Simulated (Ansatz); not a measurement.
SrAg2Sn2:
```
SrAg2Sn2
1.0
   -2.34838     2.34838     5.81572
    2.34838    -2.34838     5.81572
    2.34838     2.34838    -5.81572
Sr Sn Ag
1 2 2
Direct
  0.00000   0.00000   0.00000
  0.37883   0.37883   0.00000
  0.62117   0.62117   0.00000
  0.75000   0.25000   0.50000
  0.25000   0.75000   0.50000
```

Relaxed with r²SCAN. Special points in fractions of this cell's reciprocal vectors: Γ (0.000, 0.000, 0.000); X (0.000, 0.000, 0.500); P (0.250, 0.250, 0.250); N (0.000, 0.500, 0.000); M (0.500, 0.500, -0.500); S (0.291, 0.709, -0.291); S0 (-0.291, 0.291, 0.291); R (-0.082, 0.082, 0.500); G (0.500, 0.500, -0.082).

Problem. List the band energies nearest the Fermi level at these points for r²SCAN (plane waves, PAW; program Ansatz).

Solution. In eV from the Fermi level; about four levels below and three above (degenerate sets whole), none deeper than 8.9 eV; points with the same levels are listed once.

```tsv
k	below	above
Γ	-4.11 -3.33 -0.83 -0.83	0.86 0.86 1.12
X	-2.55 -2.49 -2.00 -0.94	1.98 3.23 3.39
P	-2.78 -2.78 -2.32 -1.45 -1.45	1.33 4.33 4.33
N	-4.84 -3.59 -2.81 -0.44	0.45 1.56 1.63
M	-4.56 -4.11 -1.32 -1.32	0.37 0.76 1.88
S	-4.30 -1.09 -0.68 -0.60	2.05 2.51 2.97
R	-2.70 -2.10 -1.72 -0.78	1.97 3.37 3.44
```

Space group I4/mmm. The workflow started from an entry of the Crystallography Open Database (COD). Its standing as an ambient phase is unchecked. The r²SCAN relaxation kept the symmetry of its start; whether a distortion lowers the energy is not shown. No spin polarisation was allowed. Scalar-relativistic: spin–orbit coupling is off unless named, which matters more the heavier the elements.

Potentials: the later of the program's two PAW sets.
